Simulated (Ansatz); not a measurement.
Bi2Pd:
Space group I4/mmm (No. 139); a = 3.361 Å, b = 3.361 Å, c = 12.812 Å, α = 90.00°, β = 90.00°, γ = 90.00°

```csv
atom,site,symmetry,x,y,z
Pd,2a,4/mmm,0.0000,0.0000,0.0000
Bi,4e,4mm,0.0000,0.0000,0.3634
```
(The calculation used a cell of 3 atoms; values per cell refer to that cell.)

Relaxed at zero pressure with PBEsol (plane waves, PAW; program Ansatz).

Q: The volume is lowered by 3 % and shape and atoms relax at that volume. What pressure results, and how do the axes share the change?

A: 2.2 GPa; a -0.8 %, b -0.8 %, c -1.4 %; the energy rises by 5 meV/atom.

Q: Give the new structure.

A: 
Space group I4/mmm (No. 139); a = 3.3342 Å, b = 3.3342 Å, c = 12.6267 Å, α = 90.00°, β = 90.00°, γ = 90.00°

```
atom  site  symmetry       x       y       z
----  ----  --------  ------  ------  ------
Pd      2a     4/mmm  0.0000  0.0000  0.0000
Bi      4e       4mm  0.0000  0.0000  0.3613
```

The phase is kept; no other phase was compared at this pressure.

The workflow started from an entry of the Crystallography Open Database (COD), which files this formula under 2 space groups. Its standing as an ambient phase is unchecked. The PBEsol relaxation kept the symmetry of its start; of distortions, only those at the zone centre were tested. No spin polarisation was allowed. Axis ratios of metals converge slowly with the k-mesh, so a and c are less sure than the volume. Spin–orbit coupling is left out wherever it is not named.

Potentials: the later of the program's two PAW sets.
